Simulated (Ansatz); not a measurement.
Bi:
```cif
data_Bi2
_chemical_formula_sum 'Bi2'
_space_group_name_H-M_alt 'P4/nmm :1'
_space_group_IT_number 129
_space_group_name_Hall 'P 4ab 2ab -1ab'
_cell_length_a 4.52005
_cell_length_b 4.52005
_cell_length_c 3.25008
_cell_angle_alpha 90.000
_cell_angle_beta 90.000
_cell_angle_gamma 90.000
loop_
_space_group_symop_operation_xyz
  'x, y, z'
  '-y+1/2, x+1/2, z'
  '-x, -y, z'
  'y+1/2, -x+1/2, z'
  'x+1/2, -y+1/2, -z'
  '-y, -x, -z'
  '-x+1/2, y+1/2, -z'
  'y, x, -z'
  '-x+1/2, -y+1/2, -z'
  'y, -x, -z'
  'x+1/2, y+1/2, -z'
  '-y, x, -z'
  '-x, y, z'
  'y+1/2, x+1/2, z'
  'x, -y, z'
  '-y+1/2, -x+1/2, z'
loop_
_atom_site_label
_atom_site_type_symbol
_atom_site_symmetry_multiplicity
_atom_site_Wyckoff_symbol
_atom_site_fract_x
_atom_site_fract_y
_atom_site_fract_z
_atom_site_occupancy
Bi1 Bi 2 c 0.50000 0.00000 0.43689 1
```

Relaxed with PBEsol.

Which orbitals make up the states near the Fermi level in the program Ansatz at the PBEsol level (PAW)?

Within 0.5 eV of the Fermi level: Bi 6p 91 %, Bi 6s 7 %. Projections are on Löwdin-orthogonalised atomic valence shells; empty p or d shells of many metals are not among them.

Tabulate the density of states.

States/eV per cell of 2 atoms, in 0.25 eV bins, energy from the Fermi level.

```tsv
E (eV)	total	Bi 6p	Bi 6s
-7.85	0.09	0.01	0.08
-7.60	0.00	0.00	0.00
-7.35	0.00	0.00	0.00
-7.10	0.00	0.00	0.00
-6.85	0.00	0.00	0.00
-6.60	0.00	0.00	0.00
-6.35	0.00	0.00	0.00
-6.10	0.00	0.00	0.00
-5.85	0.00	0.00	0.00
-5.60	0.00	0.00	0.00
-5.35	0.00	0.00	0.00
-5.10	0.06	0.06	0.00
-4.85	0.30	0.29	0.01
-4.60	0.56	0.55	0.01
-4.35	0.69	0.67	0.01
-4.10	0.83	0.80	0.02
-3.85	0.96	0.93	0.03
-3.60	1.13	1.09	0.03
-3.35	1.51	1.45	0.05
-3.10	1.59	1.51	0.06
-2.85	1.59	1.51	0.07
-2.60	1.55	1.47	0.07
-2.35	1.50	1.41	0.08
-2.10	1.54	1.43	0.08
-1.85	1.50	1.40	0.08
-1.60	1.50	1.39	0.09
-1.35	1.51	1.39	0.09
-1.10	1.32	1.21	0.08
-0.85	1.01	0.92	0.06
-0.60	0.95	0.87	0.06
-0.35	1.27	1.15	0.09
-0.10	1.21	1.09	0.09
0.15	1.12	1.02	0.08
0.40	1.09	0.99	0.07
0.65	0.98	0.89	0.06
0.90	0.92	0.83	0.05
1.15	0.97	0.88	0.05
1.40	1.07	0.98	0.06
1.65	1.08	0.99	0.05
1.90	1.06	0.97	0.05
2.15	1.06	0.96	0.04
2.40	1.21	1.03	0.04
2.65	1.39	1.12	0.04
2.90	1.52	1.18	0.03
3.15	1.83	1.37	0.03
3.40	1.79	1.35	0.02
3.65	1.64	1.24	0.02
3.90	1.59	1.21	0.01
4.15	1.39	1.04	0.01
4.40	1.02	0.75	0.01
4.65	0.93	0.65	0.00
```

The workflow started from a Materials Project entry (that database holds measured and hypothetical structures alike); the Crystallography Open Database copy checked does not list it. It is not the phase usual at ambient conditions (space group No. 166). The PBEsol relaxation kept the symmetry of its start; whether a distortion lowers the energy is not shown. Spin–orbit coupling is left out wherever it is not named.

Potentials: the earlier of the program's two PAW sets. The files were generated under PBE; for other functionals the program regenerates the frozen cores, and for LDA and PBEsol the local potential too.
